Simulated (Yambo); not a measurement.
A BSE run in Yambo for NaOH (space group Cmcm, No. 63) (PBEsol bands; 6×6×6 mesh, 6 valence and 4 conduction bands, static screening with 38 bands and a 3 Ry block, scissor 2.80 eV, Tamm-Dancoff; field along x) gives:

```
state  energy (eV)  states within 2 meV  relative strength   class
-----  -----------  -------------------  -----------------  ------
1             4.71                    1             < 0.01    dark
2             4.79                    1             < 0.01    weak
3             5.00                    1               1.00  strong
4             5.08                    1             < 0.01    dark
5             5.38                    1             < 0.01    dark
```

Axes are Cartesian, with cell vectors (Å) (1.70, -5.40, 0.00), (1.70, 5.40, 0.00), (0.00, 0.00, 3.37).

Task: What changes when the light is polarised along z instead?

Result: The energies stay; the strengths change. The first strong state is now at 4.71 eV instead of 5.00 eV.
| state | energy (eV) | states within 2 meV | relative strength | class |
|---|---|---|---|---|
| 1 | 4.71 | 1 | 1.00 | strong |
| 2 | 4.79 | 1 | < 0.01 | dark |
| 3 | 5.00 | 1 | < 0.01 | dark |
| 4 | 5.08 | 1 | < 0.01 | weak |
| 5 | 5.38 | 1 | 0.15 | strong |
Each run's strengths are scaled to its own strongest state. These are vertical excitations (zero momentum). The scissor comes from a G0W0 run whose convergence isn't established.

Geometry relaxed with PBE+D3(BJ); primitive cell a = 5.661 Å, b = 5.661 Å, c = 3.374 Å, α = 90.00°, β = 90.00°, γ = 145.12°.

The structure is a Materials Project entry; no match was found in the copy of COD used, and its stability was not checked.
